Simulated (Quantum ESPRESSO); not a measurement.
## InHf2O5F (finding a planted mistake in a log)

Computed values, not a measurement. The program is pw.x of Quantum ESPRESSO 7.5 (plane-wave density functional theory). The cell is made up: 9 atoms on a corundum lattice with one site empty, with randomly drawn elements, strain and displacements, not relaxed. PseudoDojo standard norm-conserving files (v0.5 for PBE, v0.4.1 for LDA and PBEsol) set the functional; there is no spin polarisation, spin-orbit coupling or dispersion term, and the masses in the input are unused placeholders.

The hafnium pseudopotential is less sure than the others, with forces about 3 percent (worst 6) and pressure in oxides about 1.5 GPa (worst 2.7) from a second method in checks, which no rerun with the same files tests.

Intended input:

```
&control calculation='scf', pseudo_dir='./dojo.nc.sr.pbe.v0_5.standard.upf', outdir='./o', disk_io='low', tprnfor=.true., tstress=.true. /
&system ibrav=0, nat=9, ntyp=4, nbnd=43, ecutwfc=84.00895049, nosym=.true., tot_charge=0,
 occupations='smearing', smearing='fd', degauss=0.0018374661
/
&electrons conv_thr=7.350e-09, electron_maxstep=60, /
ATOMIC_SPECIES
F 1.0 F.upf
Hf 1.0 Hf.upf
In 1.0 In.upf
O 1.0 O.upf
CELL_PARAMETERS angstrom
2.7874 1.4716 4.7788
-2.7015 1.476 4.7291
0.0467 -3.1063 4.8054
ATOMIC_POSITIONS angstrom
In 0.0347 -0.1418 4.983
Hf 0.0106 -0.0618 2.1293
Hf 0.1376 -0.0848 9.1995
O -0.9768 1.4474 8.3357
O -0.866 -1.7286 8.407
F 2.0238 0.0648 8.3204
O 1.1112 -1.613 6.0653
O 0.9086 1.537 5.9503
O -1.8403 -0.2236 6.034
K_POINTS automatic
5 5 5 1 1 1
```

The log is shortened where brackets say so; the opening notice, blank lines, dates and the lines on written files are dropped, and the path of the files is cut. It prints rydbergs, bohrs and kilobars, and counts compression as positive stress.

Log of the intended run:

```
     Program PWSCF v.7.5
     Parallel version (MPI & OpenMP), running on       4 processor cores
     Number of MPI processes:                 4
     Threads/MPI process:                     1
     [start-up lines left out]
     bravais-lattice index     =            0
     lattice parameter (alat)  =      10.8181  a.u.
     unit-cell volume          =     809.2536 (a.u.)^3
     number of atoms/cell      =            9
     number of atomic types    =            4
     number of electrons       =        74.00
     number of Kohn-Sham states=           43
     kinetic-energy cutoff     =      84.0090  Ry
     charge density cutoff     =     336.0358  Ry
     scf convergence threshold =      7.3E-09
     mixing beta               =       0.7000
     number of iterations used =            8  plain     mixing
     Exchange-correlation= PBE
                           (   1   4   3   4   0   0   0)
     [axes and pseudopotential details left out]
   Cartesian axes
     site n.     atom                  positions (alat units)
         1        In     tau(   1) = (   0.0060615  -0.0247699   0.8704394  )
         2        Hf     tau(   2) = (   0.0018516  -0.0107953   0.3719499  )
         3        Hf     tau(   3) = (   0.0240362  -0.0148130   1.6069851  )
         4        O      tau(   4) = (  -0.1706292   0.2528344   1.4560950  )
         5        O      tau(   5) = (  -0.1512744  -0.3019549   1.4685498  )
         6        F      tau(   6) = (   0.3535210   0.0113194   1.4534224  )
         7        O      tau(   7) = (   0.1941064  -0.2817617   1.0594975  )
         8        O      tau(   8) = (   0.1587159   0.2684859   1.0394091  )
         9        O      tau(   9) = (  -0.3214669  -0.0390588   1.0540299  )
     number of k points=    63  Fermi-Dirac smearing, width (Ry)=  0.0018
                       cart. coord. in units 2pi/alat
        k(    1) = (  -0.0010856   0.0013473   0.1200119), wk =   0.0320000
        k(    2) = (  -0.0019846  -0.2477671   0.1972494), wk =   0.0320000
     [further k points left out]
     Dense  grid:    84237 G-vectors     FFT dimensions: (  64,  64,  64)
     Estimated max dynamical RAM per process >     245.99 MB
     Estimated total dynamical RAM >     922.27 MB
     Initial potential from superposition of free atoms
     starting charge      73.9924, renormalised to      74.0000
     Starting wfcs are   53 randomized atomic wfcs
     total cpu time spent up to now is        5.2 secs
     per-process dynamical memory:   190.5 Mb
     Self-consistent Calculation
     iteration #  1     ecut=    84.01 Ry     beta= 0.70
     Davidson diagonalization with overlap
     ethr =  1.00E-02,  avg # of iterations =  2.0
     total cpu time spent up to now is       13.6 secs
     total energy              =    -572.32901705 Ry
     estimated scf accuracy    <       3.17232269 Ry
     iteration #  2     ecut=    84.01 Ry     beta= 0.70
     Davidson diagonalization with overlap
     ethr =  4.29E-03,  avg # of iterations =  4.2
     total cpu time spent up to now is       25.0 secs
     total energy              =    -571.74831938 Ry
     estimated scf accuracy    <      10.67263618 Ry
     [iterations 3 to 14 left out]
     iteration # 15     ecut=    84.01 Ry     beta= 0.70
     Davidson diagonalization with overlap
     ethr =  2.41E-10,  avg # of iterations =  2.0
     total cpu time spent up to now is      150.2 secs
     total energy              =    -573.96240293 Ry
     estimated scf accuracy    <       0.00000003 Ry
     iteration # 16     ecut=    84.01 Ry     beta= 0.70
     Davidson diagonalization with overlap
     ethr =  4.13E-11,  avg # of iterations =  3.7
     total cpu time spent up to now is      159.8 secs
     End of self-consistent calculation
     [lines on levels left out]
!    total energy              =    -573.96240294 Ry
     estimated scf accuracy    <          8.6E-10 Ry
     smearing contrib. (-TS)   =       0.00000000 Ry
     internal energy E=F+TS    =    -573.96240294 Ry
     The total energy is F=E-TS. E is the sum of the following terms:
     one-electron contribution =    -168.49635902 Ry
     hartree contribution      =     127.45680130 Ry
     xc contribution           =    -150.10583015 Ry
     ewald contribution        =    -382.81701506 Ry
     convergence has been achieved in  16 iterations
     Forces acting on atoms (cartesian axes, Ry/au):
     atom    1 type  3   force =     0.05228079    0.08987892    0.15550160
     atom    2 type  2   force =     0.03330616    0.10710644   -0.11956828
     atom    3 type  2   force =    -0.13479902   -0.02996176    0.08557824
     atom    4 type  4   force =    -0.01445486   -0.08274717    0.00811231
     atom    5 type  4   force =     0.09055072    0.00140843    0.01101286
     atom    6 type  1   force =    -0.04753165   -0.06986411   -0.02356028
     atom    7 type  4   force =    -0.01262503   -0.03443540   -0.03480851
     atom    8 type  4   force =     0.05470744    0.02026651   -0.02028925
     atom    9 type  4   force =    -0.02143455   -0.00165187   -0.06197869
     Total force =     0.349396     Total SCF correction =     0.000044
     Computing stress (Cartesian axis) and pressure
          total   stress  (Ry/bohr**3)                   (kbar)     P=      -26.94
  -0.00040194   0.00034391  -0.00022408          -59.13       50.59      -32.96
   0.00034391  -0.00040849   0.00010488           50.59      -60.09       15.43
  -0.00022408   0.00010488   0.00026109          -32.96       15.43       38.41
     init_run     :      5.05s CPU      5.17s WALL (       1 calls)
     electrons    :    154.24s CPU    154.59s WALL (       1 calls)
     forces       :      1.24s CPU      1.25s WALL (       1 calls)
     stress       :      4.33s CPU      4.33s WALL (       1 calls)
     [timing details left out]
     PWSCF        :   2m44.96s CPU   2m45.47s WALL
     JOB DONE.
```

A second run was made from an input with one planted mistake. Its log:

```
     Program PWSCF v.7.5
     Parallel version (MPI & OpenMP), running on       4 processor cores
     Number of MPI processes:                 4
     Threads/MPI process:                     1
     [start-up lines left out]
     bravais-lattice index     =            0
     lattice parameter (alat)  =      10.8181  a.u.
     unit-cell volume          =     809.2536 (a.u.)^3
     number of atoms/cell      =            9
     number of atomic types    =            4
     number of electrons       =        74.00
     number of Kohn-Sham states=           43
     kinetic-energy cutoff     =      84.0090  Ry
     charge density cutoff     =     336.0358  Ry
     scf convergence threshold =      5.1E-02
     mixing beta               =       0.7000
     number of iterations used =            8  plain     mixing
     Exchange-correlation= PBE
                           (   1   4   3   4   0   0   0)
     [axes and pseudopotential details left out]
   Cartesian axes
     site n.     atom                  positions (alat units)
         1        In     tau(   1) = (   0.0060615  -0.0247699   0.8704394  )
         2        Hf     tau(   2) = (   0.0018516  -0.0107953   0.3719499  )
         3        Hf     tau(   3) = (   0.0240362  -0.0148130   1.6069851  )
         4        O      tau(   4) = (  -0.1706292   0.2528344   1.4560950  )
         5        O      tau(   5) = (  -0.1512744  -0.3019549   1.4685498  )
         6        F      tau(   6) = (   0.3535210   0.0113194   1.4534224  )
         7        O      tau(   7) = (   0.1941064  -0.2817617   1.0594975  )
         8        O      tau(   8) = (   0.1587159   0.2684859   1.0394091  )
         9        O      tau(   9) = (  -0.3214669  -0.0390588   1.0540299  )
     number of k points=    63  Fermi-Dirac smearing, width (Ry)=  0.0018
                       cart. coord. in units 2pi/alat
        k(    1) = (  -0.0010856   0.0013473   0.1200119), wk =   0.0320000
        k(    2) = (  -0.0019846  -0.2477671   0.1972494), wk =   0.0320000
     [further k points left out]
     Dense  grid:    84237 G-vectors     FFT dimensions: (  64,  64,  64)
     Estimated max dynamical RAM per process >     245.99 MB
     Estimated total dynamical RAM >     922.27 MB
     Initial potential from superposition of free atoms
     starting charge      73.9924, renormalised to      74.0000
     Starting wfcs are   53 randomized atomic wfcs
     total cpu time spent up to now is        5.2 secs
     per-process dynamical memory:   190.5 Mb
     Self-consistent Calculation
     iteration #  1     ecut=    84.01 Ry     beta= 0.70
     Davidson diagonalization with overlap
     ethr =  1.00E-02,  avg # of iterations =  2.0
     total cpu time spent up to now is       13.5 secs
     total energy              =    -572.32901705 Ry
     estimated scf accuracy    <       3.17232269 Ry
     iteration #  2     ecut=    84.01 Ry     beta= 0.70
     Davidson diagonalization with overlap
     ethr =  4.29E-03,  avg # of iterations =  4.2
     total cpu time spent up to now is       24.8 secs
     total energy              =    -571.74831938 Ry
     estimated scf accuracy    <      10.67263618 Ry
     iteration #  3     ecut=    84.01 Ry     beta= 0.70
     Davidson diagonalization with overlap
     ethr =  4.29E-03,  avg # of iterations =  3.0
     total cpu time spent up to now is       34.3 secs
     total energy              =    -573.92417027 Ry
     estimated scf accuracy    <       0.20215630 Ry
     iteration #  4     ecut=    84.01 Ry     beta= 0.70
     Davidson diagonalization with overlap
     ethr =  2.73E-04,  avg # of iterations =  4.0
     total cpu time spent up to now is       44.9 secs
     total energy              =    -573.96207076 Ry
     estimated scf accuracy    <       0.12790143 Ry
     iteration #  5     ecut=    84.01 Ry     beta= 0.70
     Davidson diagonalization with overlap
     ethr =  1.73E-04,  avg # of iterations =  2.0
     total cpu time spent up to now is       53.0 secs
     End of self-consistent calculation
     [lines on levels left out]
!    total energy              =    -573.93381950 Ry
     estimated scf accuracy    <       0.04614188 Ry
     smearing contrib. (-TS)   =       0.00000000 Ry
     internal energy E=F+TS    =    -573.93381950 Ry
     The total energy is F=E-TS. E is the sum of the following terms:
     one-electron contribution =    -168.65516587 Ry
     hartree contribution      =     127.81596755 Ry
     xc contribution           =    -150.27760612 Ry
     ewald contribution        =    -382.81701506 Ry
     convergence has been achieved in   5 iterations
     Forces acting on atoms (cartesian axes, Ry/au):
     atom    1 type  3   force =     0.05482701    0.07681365    0.19220975
     atom    2 type  2   force =     0.03516192    0.10663541   -0.12689007
     atom    3 type  2   force =    -0.13322839   -0.02707407    0.09059018
     atom    4 type  4   force =    -0.02745535   -0.06739596   -0.00069287
     atom    5 type  4   force =     0.08359300   -0.01073954    0.00425213
     atom    6 type  1   force =    -0.03593537   -0.06551380   -0.02838846
     atom    7 type  4   force =    -0.00935557   -0.02593036   -0.03845363
     atom    8 type  4   force =     0.04742509    0.01497882   -0.02729767
     atom    9 type  4   force =    -0.01503234   -0.00177415   -0.06532935
     Total force =     0.360569     Total SCF correction =     0.316124
     SCF correction compared to forces is large: reduce conv_thr to get better values
     Computing stress (Cartesian axis) and pressure
          total   stress  (Ry/bohr**3)                   (kbar)     P=       -7.90
  -0.00022831   0.00044725  -0.00030578          -33.59       65.79      -44.98
   0.00044725  -0.00031016   0.00005906           65.79      -45.63        8.69
  -0.00030578   0.00005906   0.00037742          -44.98        8.69       55.52
     init_run     :      4.89s CPU      5.05s WALL (       1 calls)
     electrons    :     47.62s CPU     47.84s WALL (       1 calls)
     forces       :      1.24s CPU      1.24s WALL (       1 calls)
     stress       :      4.46s CPU      4.47s WALL (       1 calls)
     [timing details left out]
     PWSCF        :     58.39s CPU     58.78s WALL
     JOB DONE.
```

Question: what was wrong in the second input?

Answer: the self-consistency threshold is too loose. The input lines that differ, file-writing options aside:

```
- &electrons conv_thr=7.350e-09, electron_maxstep=60, /
+ &electrons conv_thr=5.145e-02, electron_maxstep=60, /
```

```
                                            intended run  run with the mistake
                          free energy (eV)     -7809.156             -7808.767
                    smearing term -TS (eV)        0.0000                0.0000
                            pressure (GPa)         -2.69                 -0.79
            largest force component (eV/Å)         3.998                 4.942
largest change of a force component (eV/Å)                               0.944
                                iterations            16                     5
```

For scale, a rerun of the intended cell at 1437 eV and a 7 x 7 x 7 mesh moved values by no more than 0.003 eV in energy, 0.03 GPa in stress and 0.002 eV/Å in force.